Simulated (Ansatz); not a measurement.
Consider the following.

Re:
```xyz
6
Lattice="2.7776 0.0000 0.0000 -1.3888 2.4055 0.0000 0.0000 0.0000 13.4243" Properties=species:S:1:pos:R:3 pbc="T T T"
Re     0.0000     0.0000     8.9497
Re     0.0000     1.6036    11.1849
Re     0.0000     0.0000     0.0000
Re     0.0000     1.6036     2.2394
Re     0.0000     0.0000     4.4746
Re     1.3888     0.8018     6.7121
```

This is the PBE-relaxed structure.

All from DFT-PBE in the program Ansatz with PAW potentials, unless another level is named. Estimate the density of states at the Fermi level.

0.72 states/eV per atom (mean over ±0.08 eV).

What about the gap with spin–orbit coupling?

none (metallic).

Space group P-6m2. The start of the workflow was typed in or built on a structure type; neither database checked (COD, Materials Project) lists it. It is not the phase usual at ambient conditions (space group No. 194). The PBE relaxation kept the symmetry of its start; whether a distortion lowers the energy is not shown. The run is not spin-polarised. Spin–orbit coupling is left out wherever it is not named.

Potentials: the earlier of the program's two PAW sets.
